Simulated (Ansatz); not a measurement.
**AsAu: what relativity and spin–orbit coupling change**

```
CELL_PARAMETERS angstrom
0.00000 2.92028 2.92028
2.92028 0.00000 2.92028
2.92028 2.92028 0.00000
ATOMIC_POSITIONS crystal
Au 0.00000 0.00000 0.00000
As 0.25000 0.25000 0.25000
```

Atom numbers follow the list: Au1, As2.

The cell was built from the zincblende type and relaxed in the same program, and has space group F-43m; it needn't be a known or the stable phase.

One fixed cell is solved with PBE by full-potential LAPW in Ansatz 0.2.0 under different relativistic treatments. Pressure is positive in compression.

Numerical set-up: a Γ-centred 11×11×11 k mesh, Fermi–Dirac smearing of 0.08 eV, basis error target 0.25 meV/atom, no spin polarisation.

```csv
setting,P (GPa)
scalar-relativistic,-0.01
non-relativistic,10.19
with spin–orbit coupling,-0.62
"scalar-relativistic, point nuclei",-0.02
```
